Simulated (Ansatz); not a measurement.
Before relaxation, 1 CF2 a cell, anchor, over a top Si site (Si, Fd-3m (No. 227), (1 0 0) face):

```xyz
31
Lattice="7.6672 0.0000 0.0000 0.0000 7.6672 0.0000 0.0000 0.0000 27.7483" Properties=species:S:1:pos:R:3 pbc="T T T"
Si    3.1168    1.9168    9.9270
Si    3.1168    5.7504    9.9270
Si    0.7168    1.9168    9.9270
Si    0.7168    5.7504    9.9270
Si    3.8336    3.8336   11.2824
Si    3.8336    0.0000   11.2824
Si    0.0000    3.8336   11.2824
Si    0.0000    0.0000   11.2824
Si    5.7476    3.8336   12.5231
Si    5.7476    0.0000   12.5231
Si    1.9221    3.8336   12.7404
Si    1.9221    0.0000   12.7404
Si    5.8129    5.7504   13.8424
Si    5.8129    1.9168   13.8424
Si    1.8936    5.7504   14.1258
Si    1.8936    1.9168   14.1258
Si   -0.0966    5.7504   15.3937
Si   -0.0966    1.9168   15.3937
Si    3.9212    5.7504   15.3462
Si    3.9212    1.9168   15.3462
Si    7.1820    0.0000   16.7310
Si    7.1820    3.8336   16.7310
Si    4.9728    0.0000   16.1246
Si    4.9728    3.8336   16.1246
Cl    3.8562    1.9168    8.0006
Cl    3.8562    5.7504    8.0006
Cl   -0.0176    1.9168    7.9986
Cl   -0.0176    5.7504    7.9986
C     7.1820    0.0000   18.8110
F     6.5002   -0.8040   19.6054
F     7.8638    0.8040   19.6054
```

Computed with Ansatz 0.2.0, DFT PBE+D3(BJ), scalar-relativistic, plane waves, PAW. Cutoff 420 eV; k points 2×2×1 on the computed 31-atom cell (Γ-centred); Gaussian smearing, width 0.05 eV; no spin polarisation. The cell repeats along c with a dipole correction in the vacuum.

Atoms 1, 2, 3, 4, 5, 6, 7, 8 (counted from 1) are held. The cell is fixed. Force threshold 0.04 eV/Å.

| step | E − E_final (eV) | largest force (eV/Å) |
| --- | --- | --- |
| 1 | 1.842 | 1.635 |
| 2 | 1.309 | 0.605 |
| 3 | 1.085 | 0.378 |
| 4 | 0.972 | 0.913 |
| 5 | 0.931 | 0.793 |
| 6 | 0.910 | 0.282 |
| 7 | 0.870 | 0.235 |
| 8 | 0.803 | 0.393 |
| 9 | 0.675 | 0.395 |
| 10 | 0.577 | 0.457 |
| 11 | 0.512 | 0.499 |
| 12 | 0.459 | 0.258 |
| 13 | 0.402 | 0.200 |
| 14 | 0.342 | 0.269 |
| 15 | 0.272 | 0.431 |
| 16 | 0.134 | 0.547 |
| 17 | 0.074 | 0.886 |
| 18 | 0.010 | 0.244 |
| 19 | 0.003 | 0.110 |
| 20 | 0.000 | 0.032 |

Task: What is the final structure?

Result:
```
Si Cl C F
1.0
     7.66719    0.00000    0.00000
     0.00000    7.66719    0.00000
     0.00000    0.00000   27.74830
Si Cl C F
24 4 1 2
Cartesian
  3.1168 1.9168 9.9270
  3.1168 5.7504 9.9270
  0.7168 1.9168 9.9270
  0.7168 5.7504 9.9270
  3.8336 3.8336 11.2824
  3.8336 0.0000 11.2824
  0.0000 3.8336 11.2824
  0.0000 0.0000 11.2824
  5.7520 3.8322 12.5194
  5.7472 -0.0016 12.5359
  1.9227 3.8328 12.7134
  1.9144 -0.0008 12.7526
  5.7864 5.7382 13.8485
  5.7855 1.9258 13.8478
  1.8967 5.7250 14.1193
  1.8966 1.9404 14.1194
  -0.1008 5.6271 15.3722
  -0.1016 2.0386 15.3709
  3.9228 5.7252 15.3329
  3.9228 1.9402 15.3334
  7.0305 -0.0003 16.3621
  7.1673 3.8324 16.8643
  4.6569 -0.0011 16.3514
  4.9441 3.8328 16.1989
  3.8545 1.9059 8.0001
  3.8544 5.7592 8.0000
  -0.0225 1.9101 8.0005
  -0.0227 5.7557 8.0006
  5.8221 -0.0038 17.9209
  5.8135 -1.1205 18.7116
  5.8103 1.0951 18.7326
```

The end is the local minimum or symmetric point that this start leads to. The slab is only 6.8 Å thick, so the energy isn't converged with thickness.

An atom lies near a switch of its D3 coefficient C6 between reference coordination numbers, so the dispersion energy changes steeply there and can make or shift the minimum.

Cost: 1 run of about 21 core-minutes, on Intel Xeon Platinum 8259CL (Skylake/Cascade Lake) (shared hosts).